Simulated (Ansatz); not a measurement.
Input file for Ansatz (a program for electronic structure):

Ansatz 0.2 input:
```yaml
crystal:
  lattice:
    - [0.0, 2.6566294785, 2.6566294785]
    - [2.6566294785, 0.0, 2.6566294785]
    - [2.6566294785, 2.6566294785, 0.0]
  atoms:
    - { symbol: Ta, position: [0.0, 0.0, 0.0] }
    - { symbol: W, position: [0.5, 0.5, 0.5] }
kpoints:
  mp_grid: { grid: [13, 13, 13] }
hamiltonian:
  xc: pbesol
  pseudopotentials: { kind: paw }
scf:
  occupations: { method: fermi_dirac, width: 0.1 }
phonons:
  method: dfpt
  response_accuracy: low
  eigenvectors: true
  rigid_motions: translations
```

Output (shortened):

```
zone centre: on kpoints.mp_grid the ground state, and the responses unless they are solved on pairs of k-points, stand on 196 of the mesh's 2197 k-points, …
Pseudopotentials: kind: paw
Pseudopotential: Ta, paw, valence charge 13
Pseudopotential: W, paw, valence charge 14
Functional definition: PBEsol
Crystal: 2 atoms, lattice volume = 37.499 Å³
Basis set: ecut = 420 eV, 725 PW (Γ), exchange–correlation on 54×54×54 points (8 copies of the dense FFT grid, shifted against one another)
Bands: 18, of which v1, the nominal top of the filled ones, is band 14 counted from 1 (13 counted from 0)
Symmetry: 48 space group operations
k-points: 196 of 2197 (irreducible under 8 space group operations, time reversal used)
PAW frozen core: Ta, regenerated for the run's functional, and the local potential with it
PAW frozen core: W, regenerated for the run's functional, and the local potential with it
Initial wavefunctions: pseudopotential atomic-orbital guess
Eigensolver: davidson
Functional: x = pbesol(κ = 0.804, μ = 0.12345679012345678), c = pbesol(β = 0.046)
SCF iter   1: F=—  HF=-20060.624929 eV  |F-HF|=—  |Δ(HF+E_count)|=         —  Δρ=5.40e-3  dr2=7.80e-3  ethr=1.77e-3  ⟨swp⟩=5.1  Hψ=16106  notcnv=0
all-band conjugate gradients solve this SCF's bands
preconditioner: auto → Kerker (q_TF=auto, 2.583 Å⁻¹)
SCF iter   2: F=—  HF=-20060.624682 eV  |F-HF|=—  |Δ(HF+E_count)|=   2.47e-4  Δρ=3.08e-3  dr2=2.46e-3  ethr=2.89e-5  ⟨swp⟩=1.2  Hψ=5272  notcnv=0
SCF iter   3: F=—  HF=-20060.624463 eV  |F-HF|=—  |Δ(HF+E_count)|=   2.19e-4  Δρ=2.61e-4  dr2=2.46e-5  ethr=9.10e-6  ⟨swp⟩=2.0  Hψ=4032  notcnv=0
SCF iter   4: F=—  HF=-20060.624459 eV  |F-HF|=—  |Δ(HF+E_count)|=   4.05e-6  Δρ=5.84e-5  dr2=1.35e-6  ethr=9.12e-8  ⟨swp⟩=2.0  Hψ=4498  notcnv=0
SCF iter   5: F=—  HF=-20060.624457 eV  |F-HF|=—  |Δ(HF+E_count)|=   1.59e-6  Δρ=9.73e-6  dr2=2.57e-8  ethr=5.00e-9  ⟨swp⟩=2.1  Hψ=4197  notcnv=0
SCF iter   6: F=—  HF=-20060.624457 eV  |F-HF|=—  |Δ(HF+E_count)|=  2.84e-10  Δρ=1.83e-6  dr2=6.24e-10  ethr=9.53e-11  ⟨swp⟩=2.0  Hψ=5488  notcnv=0
SCF iter   7: F=—  HF=-20060.624457 eV  |F-HF|=—  |Δ(HF+E_count)|=  1.53e-10  Δρ=2.81e-7  dr2=3.35e-11  ethr=2.31e-12  ⟨swp⟩=2.5  Hψ=5815  notcnv=0
SCF iter   8: F=-20060.624457 eV  HF=-20060.624457 eV  |F-HF|=1.46e-11  |Δ(HF+E_count)|=  7.28e-12  Δρ=5.19e-8  dr2=1.56e-12  ethr=1.00e-12  ⟨swp⟩=5.3  Hψ=13599  notcnv=0
SCF 1 converged in 8 iterations: F = -20060.624457 eV  dr2 = 1.56e-12
DFPT response loops at Γ: preconditioner auto → Kerker (q_TF=auto, 2.583 Å⁻¹) (partly filled bands, converged f_vac=0.000) …
SCF converged after 8 iterations
Free energy (F): -20060.624457 eV
Harris-Foulkes:  -20060.624457 eV  (|F-HF|=1.46e-11)
Internal energy: -20060.589281 eV  (E = F + TS)
E sigma→0 (E₀):  -20060.606869 eV
Entropy (-TS):   -0.035176 eV (-17.588 meV/atom)
Fermi energy:    17.955426 eV
--- Per-component energies (eV) ---
  E_band       = -254.901112
  E_kinetic    = 814.440154
  E_local      = -1400.101223  (includes V_loc(G=0)·N_el)
  E_nonlocal   = 25.185637
  E_hartree    = 494.206415
  E_xc         = -480.132981
  E_vxc        = -439.865999  (∫ρ·V_xc dr)
  E_paw        = -16709.447544  (= ΣΔE_a)
  E_vpaw       = -242.972571  (= ΣTr[D̂ρ^β])
  E_aug_tail   = 0.000073  (compensation charges beyond the density's cutoff)
  E_ewald      = -2805.175250
  E_core_change = 0.435439  (= ΣΔE_core)
  E_smearing   = -0.035176  (= −TS)
  E_closure    =  0.000000  (closes the sum)
  Σ components = -20060.624457   (vs F -20060.624457, Δ=0.00e0)
  [band-id]    e_kinetic+e_local+e_nonlocal+2·e_hartree+e_vxc+e_vpaw+e_augmentation_tail = -254.901101   (vs E_band -254.901112, Δ=1.18e-5)
--- Band table (eV; the first three rows and the last of 196) ---
  k-point 0: bands = ["-55.4561", "-49.4255", "-19.7959", "-19.7959", "-19.7959", "-15.9038", "-15.9038", "-15.9038", "9.9828", "14.4250", "14.4250", "14.7580", "14.7580", "14.7580", "23.7108", "23.7108", "23.7108", "25.4340"]
  k-point 1: bands = ["-55.4558", "-49.4256", "-19.7962", "-19.7940", "-19.7940", "-15.9143", "-15.9100", "-15.9100", "10.1298", "14.5209", "14.5209", "14.7485", "14.8533", "14.8533", "23.4786", "23.5603", "23.5603", "25.6948"]
  k-point 2: bands = ["-55.4550", "-49.4259", "-19.7972", "-19.7886", "-19.7886", "-15.9433", "-15.9273", "-15.9273", "10.5621", "14.7338", "14.8054", "14.8054", "15.1358", "15.1358", "22.8492", "23.1156", "23.1156", "24.7101"]
  k-point 195: bands = ["-55.4506", "-49.4263", "-19.8998", "-19.8945", "-19.7729", "-16.0298", "-15.8952", "-15.8889", "14.5141", "14.6492", "15.1235", "15.1797", "17.5434", "18.5659", "19.3985", "20.5610", "21.2892", "21.9967"]
  band table: 18 of 18 bands, residual norms ≤ 1.0e-3 eV
--- Phonons (Γ-DFPT): 2 representative perturbations + reference, on 196 of 2197 k-points (Σ response iterations 4) ---
  k mesh reduced under 8 symmetry operations, with k and −k counted as one. Each operation leaves every solved perturbation unchanged …
  ASR residual: 1.336e-3 → 0.000e0 eV/Å²; symmetrization residual: 4.200e-5 eV/Å²
  ASR residual per site (eV/Å²): 1.34e-3 2.96e-4
  Γ frequencies (cm⁻¹): 0.00 0.00 0.00 225.88 225.88 225.88
  non-analytic LO–TO correction: not included (Born effective charges unavailable; polar crystals: no LO–TO splitting at Γ)
```

Cost: about 40 core-seconds (a rough figure) on shared cores.

Space group Fm-3m (rock salt). The start of the workflow was typed in or built on a structure type; neither database checked (COD, Materials Project) lists it. Its standing as an ambient phase is unchecked. The PBEsol relaxation kept the symmetry of its start. At this level the phase is mechanically unstable. The run is not spin-polarised. Its formation energy is positive at this level, so the cell may be metastable or incomplete. As this level gives no gap, phonon frequencies hold no LO–TO term and depend on the k-mesh and smearing (Fermi–Dirac, 0.1 eV here). Scalar-relativistic: spin–orbit coupling is off unless named, which matters more the heavier the elements.

Potentials: the later of the program's two PAW sets.

Ansatz is a plane-wave DFT program.
